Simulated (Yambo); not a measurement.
Quantum ESPRESSO input (PBEsol, PseudoDojo standard norm-conserving files, scalar-relativistic) whose wavefunctions are converted with p2y:

```
&CONTROL
  calculation = 'nscf'
  pseudo_dir = './pseudo'
  outdir = './out'
/
&SYSTEM
  ibrav = 0
  nat = 2
  ntyp = 2
  ecutwfc = 58.0
  ecutrho = 232.0
  occupations = 'fixed'
  force_symmorphic = .true.
  nbnd = 127
/
&ELECTRONS
  conv_thr = 2e-09
  diago_full_acc = .true.
  diago_thr_init = 1e-08
/
ATOMIC_SPECIES
Cl 35.4500 Cl.upf
Cs 132.9055 Cs.upf
CELL_PARAMETERS angstrom
  4.065466002000   0.000000000000   0.000000000000
  0.000000000000   4.065466002000   0.000000000000
  0.000000000000   0.000000000000   4.065466002000
ATOMIC_POSITIONS crystal
Cl   0.500000000000   0.500000000000   0.500000000000
Cs   0.000000000000   0.000000000000   0.000000000000
K_POINTS automatic
2 2 2 0 0 0
```

Yambo's initialisation report on symmetry, reciprocal space, the k grid and the gaps on this mesh:

```
  [02.02] Symmetries
  ==================

  Inversion symmetry    : yes
  Spatial inversion     : yes
  Inversion index       :  25
  K-space Time-reversal : no
  Magnetic symmetries   : no
  Group table correct   : yes
  Symmetries units      :  [cc]

  [02.03] Reciprocal space
  ========================

  nG shells         :  292
  nG charge         :  27081
  nG WFs            :   4317
  nC WFs            :   3407
  G-vecs. in first 29 shells:  [ Number ]
     1    7   19   27   33   57   81   93  123
    147   171   179   203   251   257   305   341   365
    389   437   461   485   515   587   619   691   739
    751   799
  ...
  Shell energy in first 29 shells:  [ mHa ]
    0.00000      334.435      668.869      1003.30      1337.74      1672.17      2006.61      2675.48      3009.91
    3344.35      3678.78      4013.22      4347.65      4682.09      5350.96      5685.39      6019.82      6354.26
    6688.69      7023.13      7357.56      8026.43      8360.87      8695.30      9029.74      9698.61      10033.0
    10701.9      11036.3
  ...

  [02.04] K-grid lattice
  ======================

  Compatible Grid is   : 3D
  Base K vectors       :  K_min[ 1 ]  K_min[ 2 ]  K_min[ 3 ]
  K_min[ 1 ] : -0.500000  0.000000  0.000000 [rlu]
  K_min[ 2 ] :  0.000000  0.000000 -0.500000 [rlu]
  K_min[ 3 ] :  0.000000 -0.500000  0.000000 [rlu]
  Grid dimensions      :  2  2  2
  K lattice UC volume  :  0.068379 [a.u.]

  IBZ K-points                                      :   4
  BZ  K-points                                      :   8

  K/Q-points units:
  rlu = crystal or reduced units; cc = cartesian coordinates; iku = interal k-units

  K [1]          [rlu]:  0.000000  0.000000  0.000000
         WF components:   3407
  K [2]          [rlu]:  0.000000  0.000000 -0.500000
         WF components:   3394
  K [3]          [rlu]:  0.000000 -0.500000 -0.500000
         WF components:   3388
  K [4]          [rlu]: -0.500000 -0.500000 -0.500000
         WF components:   3328

  [02.05] Energies & Occupations
  ==============================

  [X] === General ===
  [X] Electronic Temperature                        :  0.000000  0.000000 [eV K]
  [X] Bosonic    Temperature                        :  0.000000  0.000000 [eV K]
  [X] Finite Temperature mode                       : no
  [X] El. density                                   :  0.23812E+24 [cm-3]
  [X] Fermi Level                                   :  3.319684 [eV]

  [X] === Gaps and Widths ===
  [X] Conduction Band Min                           :  5.229068 [eV]
  [X] Valence Band Max                              :  0.000000 [eV]
  [X] Filled Bands                                  :   8
  [X] Empty Bands                                   :    9  127
  [X] Direct Gap                                    :  5.229068 [eV]
  [X] Direct Gap localized at k                     :  1
  [X] Indirect Gap                                  :  5.229068 [eV]
  [X] Indirect Gap between kpts                     :  1  1
  [X] Last valence band width                       :  1.236919 [eV]
  [X] 1st conduction band width                     :  3.380900 [eV]
```
The gaps are PBEsol values on this mesh alone; only operations without fractional translations are kept.

Geometry relaxed with PBEsol.
